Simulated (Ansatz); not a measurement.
CdS:
Space group P6₃mc (No. 186); a = 4.0715 Å, b = 4.0715 Å, c = 19.9314 Å, α = 90.00°, β = 90.00°, γ = 120.00°

```csv
atom,site,symmetry,x,y,z
Cd,2a,3m.,0.0000,0.0000,0.4998
Cd,2b,3m.,0.3333,0.6667,0.3332
Cd,2b,3m.,0.6667,0.3333,0.1665
S,2a,3m.,0.0000,0.0000,0.3746
S,2b,3m.,0.3333,0.6667,0.2081
S,2b,3m.,0.6667,0.3333,0.0414
```

Relaxed with LDA.

### Question
Which orbitals make up the states near the band edges in plane-wave PAW LDA (Ansatz code)?

### Answer
Top 1 eV of the valence band: S 3p 88 %, Cd 4d 8 %. Bottom 1 eV of the conduction band: Cd 5s 54 %, S 3s 22 %, S 3p 21 %. Projections are on Löwdin-orthogonalised atomic valence shells; empty p or d shells of many metals are not among them.

### Question
Tabulate the density of states.

### Answer
States/eV per cell of 12 atoms, in 0.25 eV bins, energy from the valence-band maximum.

| E (eV) | total | Cd 4d | S 3p | Cd 5s |
|---|---|---|---|---|
| -7.85 | 55.07 | 50.54 | 4.26 | 0.17 |
| -7.60 | 67.15 | 62.78 | 3.77 | 0.42 |
| -7.35 | 83.32 | 82.19 | 0.60 | 0.26 |
| -7.10 | 13.22 | 11.73 | 0.41 | 0.39 |
| -6.85 | 19.57 | 17.14 | 0.28 | 0.31 |
| -6.60 | 1.66 | 1.45 | 0.01 | 0.01 |
| -6.35 | 0.00 | 0.00 | 0.00 | 0.00 |
| -6.10 | 0.00 | 0.00 | 0.00 | 0.00 |
| -5.85 | 0.00 | 0.00 | 0.00 | 0.00 |
| -5.60 | 0.00 | 0.00 | 0.00 | 0.00 |
| -5.35 | 0.00 | 0.00 | 0.00 | 0.00 |
| -5.10 | 0.00 | 0.00 | 0.00 | 0.00 |
| -4.85 | 0.00 | 0.00 | 0.00 | 0.00 |
| -4.60 | 2.72 | 0.06 | 1.89 | 0.69 |
| -4.35 | 10.92 | 0.34 | 7.06 | 3.21 |
| -4.10 | 11.37 | 0.60 | 7.03 | 3.25 |
| -3.85 | 6.30 | 0.48 | 3.84 | 1.53 |
| -3.60 | 3.91 | 0.35 | 2.36 | 0.84 |
| -3.35 | 2.94 | 0.29 | 1.76 | 0.58 |
| -3.10 | 2.53 | 0.25 | 1.56 | 0.44 |
| -2.85 | 3.69 | 0.26 | 2.84 | 0.30 |
| -2.60 | 8.10 | 0.51 | 6.66 | 0.38 |
| -2.35 | 9.03 | 0.55 | 7.54 | 0.34 |
| -2.10 | 10.14 | 0.62 | 8.64 | 0.28 |
| -1.85 | 12.46 | 0.77 | 10.74 | 0.25 |
| -1.60 | 10.79 | 0.70 | 9.34 | 0.18 |
| -1.35 | 13.12 | 0.88 | 11.46 | 0.15 |
| -1.10 | 13.37 | 0.94 | 11.75 | 0.10 |
| -0.85 | 10.69 | 0.80 | 9.42 | 0.06 |
| -0.60 | 6.44 | 0.52 | 5.67 | 0.04 |
| -0.35 | 3.99 | 0.34 | 3.54 | 0.01 |
| -0.10 | 1.48 | 0.13 | 1.33 | 0.00 |
| 0.15 | 0.00 | 0.00 | 0.00 | 0.00 |
| 0.40 | 0.00 | 0.00 | 0.00 | 0.00 |
| 0.65 | 0.00 | 0.00 | 0.00 | 0.00 |
| 0.90 | 0.00 | 0.00 | 0.00 | 0.00 |
| 1.15 | 0.02 | 0.00 | 0.00 | 0.01 |
| 1.40 | 0.10 | 0.00 | 0.02 | 0.06 |
| 1.65 | 0.18 | 0.00 | 0.04 | 0.10 |
| 1.90 | 0.29 | 0.00 | 0.07 | 0.15 |
| 2.15 | 0.48 | 0.00 | 0.12 | 0.25 |
| 2.40 | 0.69 | 0.00 | 0.17 | 0.36 |
| 2.65 | 1.08 | 0.00 | 0.27 | 0.57 |
| 2.90 | 2.32 | 0.01 | 0.51 | 1.19 |
| 3.15 | 4.66 | 0.01 | 0.93 | 2.21 |
| 3.40 | 4.44 | 0.01 | 0.90 | 2.01 |
| 3.65 | 6.66 | 0.02 | 1.19 | 2.52 |
| 3.90 | 8.22 | 0.02 | 1.43 | 2.88 |
| 4.15 | 8.75 | 0.03 | 1.56 | 2.93 |
| 4.40 | 4.75 | 0.01 | 0.92 | 1.61 |
| 4.65 | 8.02 | 0.03 | 1.70 | 2.55 |
| 4.90 | 6.34 | 0.02 | 1.17 | 1.59 |
| 5.15 | 5.14 | 0.01 | 0.79 | 1.00 |
| 5.40 | 13.12 | 0.03 | 1.63 | 2.00 |
| 5.65 | 4.64 | 0.01 | 0.34 | 0.31 |

Space group P6_3mc. The cell is a constructed one: a structure type filled with these elements. Its sites differ from those of the usual phase in this space group: another stacking or structure type. Symmetry was held in the LDA relaxation; its stability against distortions is not shown here. Scalar-relativistic: spin–orbit coupling is off unless named, which matters more the heavier the elements.

Potentials: the later of the program's two PAW sets.
